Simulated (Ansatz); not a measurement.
Ge2Sb2Te5:
```yaml
crystal:
  lattice:
    - [4.24739, 0.00000, 0.00000]
    - [-2.12370, 3.67835, 0.00000]
    - [0.00000, 0.00000, 17.34563]
  atoms:
    - { symbol: Ge, position: [0.33333, 0.66667, 0.90128] }
    - { symbol: Ge, position: [0.66667, 0.33333, 0.09872] }
    - { symbol: Sb, position: [0.00000, 0.00000, 0.68851] }
    - { symbol: Sb, position: [0.00000, 0.00000, 0.31149] }
    - { symbol: Te, position: [0.00000, 0.00000, 0.00000] }
    - { symbol: Te, position: [0.66667, 0.33333, 0.80505] }
    - { symbol: Te, position: [0.33333, 0.66667, 0.19495] }
    - { symbol: Te, position: [0.33333, 0.66667, 0.59036] }
    - { symbol: Te, position: [0.66667, 0.33333, 0.40964] }
```

Relaxed with r²SCAN+D4. Independent-particle spectrum: no excitons, no local fields, no scissors shift; 0.1 eV broadening; ε₁ of the summed bands alone.

Question: Tabulate the dielectric function from plane-wave PAW r²SCAN+D4 (Ansatz code).

Answer: 

```
E (eV)   ε₁ xx  ε₂ xx   ε₁ zz  ε₂ zz
------  ------  -----  ------  -----
0.0      51.68   0.00   42.32   0.00
0.5      62.23   5.34   47.88   0.68
1.0      86.82  40.67   70.80  11.71
1.5       3.78  79.75   55.91  89.34
2.0     -12.38  51.50  -18.26  56.31
2.5     -26.21  26.91  -27.02  32.73
3.0     -18.91  11.13  -21.08  14.28
3.5     -11.48   6.04  -13.84   5.95
4.0      -7.62   4.22   -8.47   4.42
4.5      -5.08   2.88   -5.73   3.29
5.0      -3.10   2.23   -4.34   2.31
5.5      -1.24   2.43   -2.25   1.62
6.0      -0.27   3.38   -0.47   2.07
6.5       0.88   4.51    1.42   3.15
7.0      -0.15   5.14    0.76   5.57
7.5      -2.36   5.01   -1.97   5.38
8.0      -2.99   4.24   -2.77   4.38
8.5      -2.75   2.83   -2.99   3.16
9.0      -2.44   2.13   -2.61   2.23
9.5      -2.02   1.70   -2.18   1.76
10.0     -1.71   1.47   -1.89   1.51
10.5     -1.51   1.28   -1.66   1.25
11.0     -1.34   1.09   -1.43   1.01
11.5     -1.12   0.90   -1.18   0.86
12.0     -0.93   0.80   -0.97   0.73
```

Question: From ε at 1.9 eV (xx: -8.61 + 55.03i), find n, k, the normal reflectivity and the absorption coefficient.

Answer: n = 4.85, k = 5.671, R = 71 %, α = 2kE/ħc = 1100000 cm⁻¹.

With all bands, ε∞ without local fields is 51.8 (xx = yy), 42.4 (zz).

Space group P-3m1. Symmetry was held in the r²SCAN+D4 relaxation. At this level the phase is dynamically unstable (imaginary phonons). Scalar-relativistic: spin–orbit coupling is off unless named, which matters more the heavier the elements.

Potentials: the later of the program's two PAW sets.
